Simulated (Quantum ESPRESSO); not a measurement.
```
CELL_PARAMETERS angstrom
      0.00000     3.18535     3.18535
      3.18535     0.00000     3.18535
      3.18535     3.18535     0.00000
ATOMIC_POSITIONS crystal
  K  0.00000 0.00000 0.00000
  Br 0.50000 0.50000 0.50000
```

Cell and atoms were relaxed with LDA from Materials Project entry mp-23251, within its symmetry.

Q: What does norm-conserving LDA (Quantum ESPRESSO, 72 Ry, no spin-orbit coupling) give for the electronic structure near the Fermi level?

A: The LDA gap is direct, 4.32 eV at Γ. Spin-orbit splittings are left out.
